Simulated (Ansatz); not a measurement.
Si₃N₄:
```
Si3N4
1.0
   -3.22734     3.22734     3.22734
    3.22734    -3.22734     3.22734
    3.22734     3.22734    -3.22734
N Si
8 6
Direct
  0.56149   0.56149   0.56149
  0.43851   0.50000   0.00000
  0.50000   0.00000   0.93851
  0.00000   0.43851   0.50000
  0.93851   0.50000   0.00000
  0.06149   0.06149   0.06149
  0.00000   0.93851   0.50000
  0.50000   0.00000   0.43851
  0.25000   0.12500   0.87500
  0.87500   0.25000   0.12500
  0.75000   0.37500   0.62500
  0.62500   0.75000   0.37500
  0.12500   0.87500   0.25000
  0.37500   0.62500   0.75000
```

Cartesian axes are those of the cell as given.

Q: Give the high-frequency dielectric tensor and the Born effective charge tensors of the independent atoms from DFPT, plane-wave PAW PBEsol (Ansatz code).

A: 
ε∞:
```
4.75  0.00  0.00
0.00  4.75  0.00
0.00  0.00  4.75
```
Z* of atom 1 (N), rows: field, columns: displacement, in e:
```
-2.57   0.37   0.43
 0.43  -2.57   0.37
 0.37   0.43  -2.57
```
Z* of atom 9 (Si), rows: field, columns: displacement, in e:
```
 3.54   0.00   0.00
 0.00   3.36  -0.01
 0.00   0.01   3.36
```

Space group I-43d. The workflow started from an entry of the Crystallography Open Database (COD), which files this formula under 4 space groups. It is not the phase usual at ambient conditions (space group No. 176). The cell was relaxed with PBEsol under the symmetry of its start; its stability against distortions is not shown here.

Potentials: the earlier of the program's two PAW sets. The files were generated under PBE; for other functionals the program regenerates the frozen cores, and for LDA and PBEsol the local potential too.
